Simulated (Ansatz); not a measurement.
MoRh:
```
CELL_PARAMETERS angstrom
      4.40521     0.00000     0.00000
      0.00000     2.73549     0.00000
      0.00000     0.00000     4.80461
ATOMIC_POSITIONS crystal
  Mo 0.75000 0.00000 0.17083
  Mo 0.25000 0.00000 0.82917
  Rh 0.75000 0.50000 0.67384
  Rh 0.25000 0.50000 0.32616
```

Relaxed with r²SCAN. Special points in fractions of this cell's reciprocal vectors: Γ (0.000, 0.000, 0.000); X (0.500, 0.000, 0.000); S (0.500, 0.500, 0.000); Y (0.000, 0.500, 0.000); Z (0.000, 0.000, 0.500); U (0.500, 0.000, 0.500); R (0.500, 0.500, 0.500); T (0.000, 0.500, 0.500).

### Question
List the band energies nearest the Fermi level at these points for r²SCAN (plane waves, PAW; program Ansatz).

### Answer
In eV from the Fermi level; about four levels below and three above (degenerate sets whole), none deeper than 8.9 eV; points with the same levels are listed once.

```csv
k,below,above
Γ,-1.38 -0.90 -0.84 -0.44,1.52 2.20 2.63
X,-2.01 -2.01 -1.15 -1.15,0.77 0.77 1.39 1.39
S,-1.57 -1.57 -1.39 -1.39,0.06 0.06 1.41 1.41
Y,-1.11 -0.98 -0.93 -0.49,0.76 1.59 2.12
Z,-1.13 -1.00 -0.95 -0.46,1.09 1.53 1.95
U,-1.38 -1.38 -1.13 -1.13,1.38 1.38 1.57 1.57
R,-4.19 -4.19 -1.26 -1.26,0.26 0.26 0.53 0.53
T,-1.07 -1.04 -1.03 -0.28,1.35 1.56 1.63
```

Space group Pmma. The workflow started from a Materials Project entry (that database holds measured and hypothetical structures alike); the Crystallography Open Database copy checked does not list it. With Mo and Rh taken as one species the cell has the higher symmetry P6_3/mmc, so it may be an ordered model of a mixed-site phase. Its standing as an ambient phase is unchecked. The cell was relaxed with r²SCAN under the symmetry of its start; whether a distortion lowers the energy is not shown. No spin polarisation was allowed. Spin–orbit coupling is left out wherever it is not named.

Potentials: the later of the program's two PAW sets.
